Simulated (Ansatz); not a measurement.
Level of theory: DFT PBE, scalar-relativistic, plane waves, PAW (Ansatz). Cutoff 420 eV, Γ-centred meshes of about 0.25 Å⁻¹ or finer for metals and 0.3 Å⁻¹ for insulators (2π included), Gaussian smearing. No spin polarisation.

A search over trial structures of SiBi2Te5 gave this relaxed cell.

Space group P-3m1 (No. 164). a = 4.187 Å, b = 4.187 Å, c = 17.268 Å, α = 90.00°, β = 90.00°, γ = 120.00°
```
atom  site  symmetry       x       y       z
  Si    1b      -3m. 0.0000  0.0000  0.5000
  Bi    2d       3m. 0.3333  0.6667  0.1265
  Te    2d       3m. 0.3333  0.6667  0.4138
  Te    2d       3m. 0.6667  0.3333  0.2339
  Te    1a      -3m. 0.0000  0.0000  0.0000
```

Question: Is it a true minimum?

Answer: As far as tested, yes. The phonons on a 2×2×1 q mesh of the computed 8-atom cell show no imaginary mode. (Phonon run: 12×12×2 k mesh, Gaussian smearing of 0.10 eV.) After random moves of the atoms it relaxes back. The optical modes at Γ run from 12 to 296 cm⁻¹. Si is surrounded by 6 Te at 2.84 Å; around Bi lie 3 Te at 3.05 Å and 3 Te at 3.26 Å; Te on a site of symmetry 3m is surrounded by 3 Si at 2.84 Å; around Te on a second site of symmetry 3m lie 3 Bi at 3.05 Å; 1 more site not described. The phonon run warned that its eigensolver hadn't fully converged.

No dispersion correction is applied, so the spacing and binding between layers, chains or molecules are poorly described. Spin–orbit coupling, which can matter for Bi and Te, is left out. Phonons of metals hang on the k mesh and the smearing.
